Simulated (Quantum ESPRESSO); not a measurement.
# Band energies of SrClF

```
SrClF
1.0
    4.12963     0.00000     0.00000
    0.00000     4.12963     0.00000
    0.00000     0.00000     6.97661
F Cl Sr
2 2 2
Direct
  0.50000   0.50000   0.00000
  0.00000   0.00000   0.00000
  0.50000   0.00000   0.64490
  0.00000   0.50000   0.35510
  0.00000   0.50000   0.79950
  0.50000   0.00000   0.20050
```

PBEsol (Quantum ESPRESSO, PseudoDojo norm-conserving, 84 Ry, no spin-orbit coupling); path ΓXMΓZRAZ,XR,MA; energies in eV from the valence-band maximum.

| k (1/Å) | point | band 20 | band 21 | band 22 | band 23 | band 24 | band 25 | band 26 | band 27 |
|---|---|---|---|---|---|---|---|---|---|
| 0.00 | Γ | -0.92 | -0.92 | 0.00 | 0.00 | 0.00 | 5.78 | 5.95 | 7.29 |
| 0.38 |  | -1.07 | -0.87 | -0.46 | -0.22 | -0.08 | 6.79 | 7.09 | 7.45 |
| 0.76 | X | -1.25 | -0.63 | -0.63 | -0.29 | -0.29 | 6.98 | 6.98 | 7.75 |
| 1.14 |  | -1.60 | -0.63 | -0.63 | -0.26 | -0.26 | 7.43 | 7.43 | 7.76 |
| 1.52 | M | -1.69 | -0.69 | -0.69 | -0.35 | -0.35 | 7.75 | 7.75 | 8.16 |
| 1.88 |  | -1.59 | -0.71 | -0.56 | -0.25 | -0.23 | 7.41 | 7.51 | 7.70 |
| 2.24 |  | -1.19 | -0.80 | -0.54 | -0.08 | -0.07 | 6.74 | 6.88 | 7.46 |
| 2.60 | Γ | -0.92 | -0.92 | 0.00 | 0.00 | 0.00 | 5.78 | 5.95 | 7.29 |
| 3.05 | Z | -0.79 | -0.79 | -0.60 | -0.06 | -0.06 | 6.56 | 6.59 | 7.04 |
| 3.43 |  | -1.24 | -0.75 | -0.27 | -0.14 | -0.13 | 7.02 | 7.06 | 7.73 |
| 3.81 | R | -1.38 | -0.59 | -0.59 | -0.16 | -0.16 | 7.10 | 7.10 | 8.25 |
| 4.19 |  | -1.42 | -0.69 | -0.69 | -0.31 | -0.31 | 7.77 | 7.77 | 8.48 |
| 4.57 | A | -1.67 | -0.55 | -0.55 | -0.44 | -0.44 | 8.27 | 8.27 | 8.46 |
| 4.88 |  | -1.43 | -0.82 | -0.52 | -0.39 | -0.31 | 7.93 | 7.97 | 8.70 |
| 5.18 |  | -1.19 | -1.12 | -0.29 | -0.24 | -0.12 | 7.54 | 7.62 | 7.73 |
| 5.49 |  | -1.01 | -0.83 | -0.36 | -0.09 | -0.08 | 6.70 | 6.73 | 7.14 |
| 5.64 | Z | -0.79 | -0.79 | -0.60 | -0.06 | -0.06 | 6.56 | 6.59 | 7.04 |
| 5.64 | X | -1.25 | -0.63 | -0.63 | -0.29 | -0.29 | 6.98 | 6.98 | 7.75 |
| 5.95 |  | -1.35 | -0.60 | -0.60 | -0.19 | -0.19 | 7.07 | 7.07 | 8.17 |
| 6.10 | R | -1.38 | -0.59 | -0.59 | -0.16 | -0.16 | 7.10 | 7.10 | 8.25 |
| 6.10 | M | -1.69 | -0.69 | -0.69 | -0.35 | -0.35 | 7.75 | 7.75 | 8.16 |
| 6.55 | A | -1.67 | -0.55 | -0.55 | -0.44 | -0.44 | 8.27 | 8.27 | 8.46 |

The PBEsol gap is direct, 5.78 eV at Γ.

Geometry of the Materials Project entry, not relaxed at this level.
